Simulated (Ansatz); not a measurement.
# Does relaxation matter for the field gradients of LiH with Br replacing H?

Start: a supercell of LiH (rock salt type, Fm-3m) built from a COD entry, with all atoms left at the host's positions.

Space group Fm-3m (No. 225); a = 12.2205 Å.

```
site  Wyckoff  site symmetry       x       y       z
 Li1      32f            .3m  0.3333  0.8333  0.8333
 Li2      24e           4m.m  0.5000  0.0000  0.8333
 Li6      48h           m.m2  0.8333  0.1667  0.0000
Li27       4a           m-3m  0.0000  0.5000  0.5000
  Br       4b           m-3m  0.5000  0.0000  0.0000
 H29      48i           m.m2  0.6667  0.1667  0.0000
 H32      32f            .3m  0.8333  0.1667  0.1667
 H42      24e           4m.m  0.0000  0.5000  0.3333
```

One atom of each set is listed; the run and its k-mesh use a cell of 54 atoms with edges of 8.64, 8.64, 8.64 Å.

Method: Kohn–Sham DFT in Ansatz, PBE, plane waves and PAW, scalar-relativistic, 420 eV cutoff, Γ-centred 3×3×3 k-points, Fermi–Dirac smearing 0.01 eV.

The largest force at the start is 2.7 eV/Å. Relaxing the ions at fixed cell moves them by 0.277 Å at most (atom 5, Li) and 0.103 Å rms.

```tsv
site	moved (Å)	first shell before	first shell after	V_zz before (10²¹ V/m²)	η before
Li1	0.007	6 H at 2.04 Å	6 H at 2.04 Å	0.006	0.00
Li2	0.277	5 H at 2.04 Å, 1 Br at 2.04 Å	5 H at 1.82–2.11 Å, 1 Br at 2.31 Å	0.11	0.00
Li6	0.021	6 H at 2.04 Å	6 H at 1.96–2.05 Å	<0.005	–
Br	0.000	6 Li at 2.04 Å	6 Li at 2.31 Å	0.00	–
H29	0.085	6 Li at 2.04 Å	6 Li at 1.96–2.11 Å	0.016	0.52
H42	0.060	6 Li at 2.04 Å	6 Li at 1.82–2.05 Å	<0.005	–
```

(1) How do the gradients change?

## Answers

(1) 

```json
{"site": "Li1", "V_zz after": "0.021", "η after": "0.00", "change of V_zz": "+0.01"}
{"site": "Li2", "V_zz after": "-0.068", "η after": "0.00", "change of V_zz": "-0.18"}
{"site": "Li6", "V_zz after": "0.028", "η after": "0.99", "change of V_zz": "+0.03"}
{"site": "Br", "V_zz after": "0.00", "η after": "–", "change of V_zz": "0.00"}
{"site": "H29", "V_zz after": "0.040", "η after": "0.47", "change of V_zz": "–"}
{"site": "H42", "V_zz after": "0.16", "η after": "0.00", "change of V_zz": "+0.16"}
```

The largest change of V_zz along a kept axis is on Li2, from 0.11 to -0.068. V_zz changes sign on Li2 (same axis). On H29 the largest principal value lies along another axis in the second run, so the two V_zz can't be compared directly. Other sites with |V_zz| of 0.02 or less aren't listed.

The defect repeats with the cell of 54 atoms, so it feels its images: sites between two images don't show the values beside a lone defect, and zeros or small values of η there can come from the images' arrangement. With these PAW files V_zz is typically within 2 to 3 % of all-electron values, but misses above 10 % occur on Li.
Before: The neighbours have not yet relaxed around the defect (largest force 2.7 eV/Å), so a real crystal will differ.
After: The relaxation keeps the site symmetry m-3m of the start, so the impurity can't leave its site; a start off the site could end lower.
